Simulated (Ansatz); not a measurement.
Y$_{2}$F:
```cif
data_F3Y6
_chemical_formula_sum 'Y6 F3'
_space_group_name_H-M_alt 'R-3m :H'
_space_group_IT_number 166
_space_group_name_Hall '-R 3 2"'
_cell_length_a 3.60387
_cell_length_b 3.60387
_cell_length_c 16.95791
_cell_angle_alpha 90.000
_cell_angle_beta 90.000
_cell_angle_gamma 120.000
loop_
_atom_site_label
_atom_site_type_symbol
_atom_site_symmetry_multiplicity
_atom_site_Wyckoff_symbol
_atom_site_fract_x
_atom_site_fract_y
_atom_site_fract_z
_atom_site_occupancy
Y1 Y 6 c 0.00000 0.00000 0.25039 1
F1 F 3 a 0.00000 0.00000 0.00000 1
```
(The calculation used a cell of 3 atoms; values per cell refer to that cell.)

Relaxed with PBEsol.

Q: Which orbitals make up the states near the Fermi level in the program Ansatz at the PBEsol level (PAW)?

A: Within 0.5 eV of the Fermi level: Y 4d 88 %, Y 5s 6 %. Projections are on Löwdin-orthogonalised atomic valence shells; empty p or d shells of many metals are not among them.

Q: Tabulate the density of states.

A: States/eV per cell of 3 atoms, in 0.25 eV bins, energy from the Fermi level.

```csv
E (eV),total,Y 4d,Y 5s,F 2p
-7.85,0.00,0.00,0.00,0.00
-7.60,0.00,0.00,0.00,0.00
-7.35,0.00,0.00,0.00,0.00
-7.10,0.00,0.00,0.00,0.00
-6.85,0.00,0.00,0.00,0.00
-6.60,0.00,0.00,0.00,0.00
-6.35,0.00,0.00,0.00,0.00
-6.10,0.00,0.00,0.00,0.00
-5.85,0.00,0.00,0.00,0.00
-5.60,0.00,0.00,0.00,0.00
-5.35,0.00,0.00,0.00,0.00
-5.10,0.00,0.00,0.00,0.00
-4.85,0.00,0.00,0.00,0.00
-4.60,0.00,0.00,0.00,0.00
-4.35,0.00,0.00,0.00,0.00
-4.10,0.00,0.00,0.00,0.00
-3.85,0.00,0.00,0.00,0.00
-3.60,0.05,0.00,0.04,0.00
-3.35,0.13,0.00,0.11,0.00
-3.10,0.19,0.01,0.15,0.01
-2.85,0.26,0.01,0.21,0.01
-2.60,0.34,0.03,0.27,0.02
-2.35,0.50,0.06,0.37,0.03
-2.10,0.61,0.11,0.42,0.03
-1.85,0.68,0.19,0.42,0.03
-1.60,0.79,0.30,0.41,0.03
-1.35,1.30,0.76,0.43,0.05
-1.10,2.01,1.47,0.39,0.05
-0.85,3.09,2.46,0.38,0.09
-0.60,4.76,4.09,0.32,0.15
-0.35,3.67,3.21,0.21,0.11
-0.10,1.77,1.55,0.10,0.05
0.15,1.85,1.64,0.10,0.04
0.40,1.86,1.62,0.13,0.03
0.65,2.69,2.30,0.20,0.06
0.90,2.17,1.78,0.21,0.05
1.15,2.88,2.34,0.24,0.09
1.40,3.08,2.54,0.23,0.07
1.65,2.52,2.09,0.17,0.05
1.90,2.50,2.15,0.13,0.06
2.15,2.46,2.18,0.11,0.06
2.40,5.00,4.29,0.21,0.09
2.65,4.05,3.52,0.12,0.08
2.90,2.79,2.50,0.10,0.10
3.15,2.93,2.60,0.10,0.11
3.40,2.63,2.38,0.07,0.07
3.65,2.68,2.46,0.07,0.08
```

The start of the workflow was typed in or built on a structure type; neither database checked (COD, Materials Project) lists it. Its standing as an ambient phase is unchecked. Symmetry was held in the PBEsol relaxation; its stability against distortions is not shown here. The run is not spin-polarised. The volume moved by -17 % from the start of the relaxation. With an odd number of electrons in the cell and no spin polarisation, the count alone makes it a metal. Scalar-relativistic: spin–orbit coupling is off unless named, which matters more the heavier the elements.

Potentials: the earlier of the program's two PAW sets. The files were generated under PBE; for other functionals the program regenerates the frozen cores, and for LDA and PBEsol the local potential too.
